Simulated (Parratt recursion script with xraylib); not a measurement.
X-ray reflectivity of single films on Al2O3: where the minima fall

Calculation: specular X-ray reflectivity, Parratt recursion, Névot-Croce roughness, xraylib tables; Parratt recursion script with xraylib 4.3.0.

Photon energy 8.048 keV (λ = 1.5406 Å), s polarisation. The grazing angle θ is scanned from 0.05° to 4° in 900 evenly spaced points, and the curve is smoothed with a Gaussian of 0.004° full width. A minimum is a scan point below both neighbours, placed by a parabola through ln R at the three points.

Each run is one film on Al2O3 (density 3.873 g/cm³, δ = 12.32 × 10⁻⁶, rms roughness 2.9 Å) under vacuum. The film surface has an rms roughness of 6.1 Å in all runs. The refractive index is n = 1 − δ + iβ. The table lists all minima between 0.55 and 2.15°.

| run | film | thickness d (Å) | density (g/cm³) | δ (10⁻⁶) | β (10⁻⁶) | minima at θ (°) |
|---|---|---|---|---|---|---|
| A | HfO2 | 100 | 9.875 | 24.65 | 1.609 | 0.606, 0.977, 1.388, 1.814 |
| B | HfO2 | 100 | 10.972 | 27.39 | 1.788 | 0.619, 0.985, 1.394, 1.818 |
| C | HfO2 | 80 | 9.875 | 24.65 | 1.609 | ? |
| D | HfO2 | 200 | 9.875 | 24.65 | 1.609 | 0.601, 0.778, 0.973, 1.177, 1.386, 1.598, 1.812, 2.028 |

Densities are inputs, not measurements. They were set from computed cells of the Materials Project: HfO2 from entry mp-550893 (Fm-3m, 10.972 g/cm³, taken at 90 and 100 %); Al2O3 from entry mp-1143 (R-3c, 3.873 g/cm³). A layer's crystal structure does not enter its constants, only its composition and density.

### Question
How many minima does run C have between 0.55 and 2.15°, and where?

### Answer
Inside a film the fringe order is m = (2d/λ)(sin²θ − 2δ)^½, with the film's own δ. Where the film's δ lies above the substrate's, its two faces reflect with opposite signs, and minima are expected at whole m.

- Run A, δ above the substrate's: the minima give m = 1.03, 2.02, 3.01, 4.01.
- Run B, δ above the substrate's: the minima give m = 1.02, 2.01, 3.01, 4.00.
- Run D, δ above the substrate's: the minima give m = 2.02, 3.02, 4.01, 5.01, 6.01, 7.01, 8.00, 9.01.

In run C the film's δ lies above the substrate's, so take whole m. The window runs from m = 0.68 to 3.83 and holds m = 1, 2, 3. Then sin²θ = 2δ + (mλ/2d)² gives θ = 0.683, 1.175, 1.704°.

The run has 3 minima, at 0.695, 1.182, 1.707°. The largest distance from one of them to an estimated minimum is 0.012°, against a mean spacing of 0.506°.
